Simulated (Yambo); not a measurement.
Cs2PdCl4: lowest vertical excitons

```xyz
7
Lattice="7.5092 0.0000 0.0000 0.0000 7.5092 0.0000 0.0000 0.0000 4.6735" Properties=species:S:1:pos:R:3 pbc="T T T"
Cl     1.6420     1.6420     0.0000
Cl     5.8673     5.8673     0.0000
Cl     5.8673     1.6420     0.0000
Cl     1.6420     5.8673     0.0000
Pd     0.0000     0.0000     0.0000
Cs     0.0000     3.7546     2.3367
Cs     3.7546     0.0000     2.3367
```

The geometry is that of Materials Project entry mp-1078085, symmetrised and not relaxed again.

BSE in Yambo on LDA (pw.x of Quantum ESPRESSO, ONCV potentials, scalar-relativistic) bands: 2×2×4 mesh, 22 valence and 17 conduction bands, static screening with 129 bands and a 3 Ry block, scissor 2.54 eV, Tamm-Dancoff; field along x.

| state | energy (eV) | states within 2 meV | relative strength | class | main transitions |
|---|---|---|---|---|---|
| 1 | 1.36 | 1 | < 0.01 | dark | VB−2 → CB (69 %) |
| 2 | 1.54 | 2 | < 0.01 | dark | several band pairs |
| 3 | 1.81 | 1 | < 0.01 | dark | VB−3 → CB (67 %) |
| 4 | 2.97 | 1 | < 0.01 | dark | VB−4 → CB (99 %) |
| 5 | 3.34 | 2 | < 0.01 | dark | several band pairs |
| 6 | 3.40 | 2 | 0.03 | weak | several band pairs |

These are vertical excitations (zero momentum). The direct quasiparticle gap on this mesh is 4.15 eV; counted from there, state 1 is bound by 2.79 eV. Convergence with the mesh was not shown.

Spin singlets only. Strengths are relative to the strongest of the lowest states of this run; strong means a line over 3 % of the spectrum's maximum, dark under 0.03 %. Absolute energies carry the error of the G0W0 scissor, whose convergence isn't established; the long-wavelength screening was taken along (1,1,1) although the crystal is anisotropic.

Spin-orbit splittings are left out.
